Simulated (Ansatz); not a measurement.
Co₃W (Pm-3m): electronic heat capacity from the density of states

Level of theory: DFT PBEsol, scalar-relativistic, plane waves, PAW in Ansatz.

Plane waves to 420 eV, a k mesh through Γ of 12×12×12 on the computed 4-atom cell and Gaussian smearing (0.10 eV); collinear spin from starting moments -0.25 -0.25 -0.25 0 μB.

Relaxed cell: Pm-3m, a = 3.551 Å, b = 3.551 Å, c = 3.551 Å, α = 90.00°, β = 90.00°, γ = 90.00°, 4 atoms in the primitive cell. Whether it is the stable form of this composition wasn't checked.

The density of states at the Fermi level is 2.744 states/eV in the cell of 4 atoms (1 formula unit; both spins, tetrahedra on a 18×18×18 mesh). The run ends with a moment of -0.55 μB a cell (largest on a site 0.23 μB), and the figure is for this state; a paramagnetic sample can have a quite different one.

**Question.** What Sommerfeld coefficient does this give?

**Answer.** Per formula unit N(E_F) = 2.744 states/eV. γ = (π²/3) k_B² N(E_F) N_A = 2.357 mJ/(mol K²) per state/eV, so γ = 6.5 mJ/(mol K²), a mole of formula units. This is the bare band result: a measured γ of the same phase and magnetic order is as a rule larger by a factor 1 + λ from phonons and spin fluctuations. N(E_F) at one energy is sensitive to the mesh where the density of states has sharp peaks.

Spin-orbit coupling is left out, which matters for the bands of heavy elements.

Only this magnetic start was tried.